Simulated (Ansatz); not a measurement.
Given:

Ta$_{2}$O$_{5}$:
```cif
data_O5Ta2
_chemical_formula_sum 'Ta2 O5'
_space_group_name_H-M_alt 'P 1'
_space_group_IT_number 1
_cell_length_a 3.66927
_cell_length_b 3.85793
_cell_length_c 6.43150
_cell_angle_alpha 90.000
_cell_angle_beta 90.000
_cell_angle_gamma 90.000
loop_
_space_group_symop_operation_xyz
  'x, y, z'
loop_
_atom_site_label
_atom_site_type_symbol
_atom_site_fract_x
_atom_site_fract_y
_atom_site_fract_z
_atom_site_occupancy
Ta1 Ta 0.50000 0.00000 0.50000 1
Ta2 Ta 0.00000 0.00000 0.00000 1
O1 O 0.50000 0.50000 0.50000 1
O2 O 0.00000 0.00000 0.67925 1
O3 O 0.00000 0.00000 0.32075 1
O4 O 0.00000 0.50000 0.00000 1
O5 O 0.50000 0.00000 0.00000 1
```

This is the PBEsol-relaxed structure.

**Question.** All from DFT-PBEsol in the program Ansatz with PAW potentials, unless another level is named. Give the band gap.

**Answer.** 0.32 eV (indirect).

**Question.** Give the formation energy from the elements (no fitted shifts).

**Answer.** -2.52 eV/atom.

**Question.** Give the HSE06 gap on the PBEsol cell.

**Answer.** 1.57 eV.

**Question.** Next, the electron effective mass with spin–orbit coupling?

**Answer.** 0.33, 0.97, 2.8 mₑ (principal values).

Space group Pmmm. The first step of the workflow began from a Materials Project structure, measured or hypothetical; the Crystallography Open Database copy checked does not list it. COD files the formula under space group No. 49. Its standing as an ambient phase is unchecked. The cell was relaxed with PBEsol under the symmetry of its start. At this level the phase is dynamically unstable (imaginary phonons). No spin polarisation was allowed. The references are the lowest solids computed at this level, not always the standard phases (solids in place of the gases). Scalar-relativistic: spin–orbit coupling is off unless named, which matters more the heavier the elements.

Potentials: the earlier of the program's two PAW sets. The files were generated under PBE; for other functionals the program regenerates the frozen cores, and for LDA and PBEsol the local potential too.
